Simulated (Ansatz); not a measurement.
Computed with DFT PBE, scalar-relativistic, plane waves, PAW (Ansatz). Settings: cutoff 420 eV, Γ-centred meshes spaced at most about 0.3 Å⁻¹, and about 0.25 Å⁻¹ or finer for metals (2π included), Gaussian smearing. No spin polarisation in the final relaxations.

Temperature and zero-point effects are left out.

Compare these two cells of HfH₆, each relaxed at this level.

1.

Space group Pm-3m (No. 221). a = 5.139 Å, b = 5.139 Å, c = 5.139 Å, α = 90.00°, β = 90.00°, γ = 90.00°
```tsv
atom	site	symmetry	x	y	z
Hf	1a	m-3m	0.0000	0.0000	0.0000
H	6e	4m.m	0.3986	0.0000	0.0000
```

2.

Space group P4/m (No. 83). a = 4.910 Å, b = 4.910 Å, c = 2.769 Å, α = 90.00°, β = 90.00°, γ = 90.00°
```json
{"atom": "Hf", "site": "1a", "symmetry": "4/m..", "x": "0.0000", "y": "0.0000", "z": "0.0000"}
{"atom": "H", "site": "4k", "symmetry": "m..", "x": "0.0907", "y": "0.6915", "z": "0.5000"}
{"atom": "H", "site": "2f", "symmetry": "2/m..", "x": "0.0000", "y": "0.5000", "z": "0.5000"}
```

Question: Which is lower in energy, and by how much?

Answer: Cell 2 is lower, by 0.36 eV/atom. Cell 1 has space group Pm-3m (No. 221), 19.4 Å³/atom and no gap on its mesh; cell 2 has space group P4/m (No. 83), 9.5 Å³/atom and no gap. Counting H atoms around Hf (those within 1.25 times the shortest such distance or 1.15 times the sum of covalent radii, 1.27 where that leaves under three), cell 1 has Hf 6 and cell 2 has Hf 8. The denser one is the lower, and pressure would at first widen the difference. Even the lower one lies +0.38 eV/atom against the reference forms of the elements (uncorrected), so neither is stable at this level. Both come from invented guesses.

Spin–orbit coupling, which can matter for Hf, is left out. With hydrogen, zero-point motion can shift such differences by 10 meV/atom or more. Cells relaxed within their symmetry can be saddle points.
